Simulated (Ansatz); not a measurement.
Relaxed-ion elastic tensor of TaN (rock salt, space group No. 225) in GPa (Voigt order), PBEsol in the plane-wave PAW code Ansatz; density 15.46 g/cm³, 10.47 Å³ per atom.

```
     1    2    3     4     5     6
-  ---  ---  ---  ----  ----  ----
1  790  140  140   0.0   0.0   0.0
2  140  790  140   0.0   0.0   0.0
3  140  140  790   0.0   0.0   0.0
4  0.0  0.0  0.0  67.8   0.0   0.0
5  0.0  0.0  0.0   0.0  67.8   0.0
6  0.0  0.0  0.0   0.0   0.0  67.8
```

Problem. Is the crystal mechanically stable?

Solution. Yes: the smallest eigenvalue of C is 67.8 GPa.

Problem. Work out the Voigt, Reuss and Hill averages.

Solution. K_V = 357, K_R = 357, K_H = 357; G_V = 171, G_R = 99.2, G_H = 135 GPa.

Problem. Give Young's modulus, Poisson's ratio, Pugh's ratio and the universal anisotropy index.

Solution. E = 9KG/(3K + G) = 359 GPa; ν = 0.33; K/G = 2.65 (ductile by the Pugh limit of 1.75); A_U = 5G_V/G_R + K_V/K_R − 6 = 3.60.

Problem. Estimate the sound speeds and the Debye temperature.

Solution. v_l = √((K + 4G/3)/ρ) = 5890 m/s, v_t = √(G/ρ) = 2950 m/s, mean 3310 m/s; Θ = (h/k)(3n/4πV)^(1/3) v_m = 451 K.

Problem. Give the Zener ratio and Young's modulus along [100], [110] and [111].

Solution. A = 2C44/(C11 − C12) = 0.21; 1/E = S11 − 2(S11 − S12 − S44/2)Γ with Γ = 0, 1/4, 1/3 gives 747, 235, 191 GPa.

Space group Fm-3m (rock salt). Symmetry was held in the PBEsol relaxation. No spin polarisation was allowed. As this level gives no gap, shear constants depend on the k-mesh and smearing (Fermi–Dirac, 0.1 eV here). Scalar-relativistic: spin–orbit coupling is off unless named, which matters more the heavier the elements.

Potentials: the later of the program's two PAW sets.
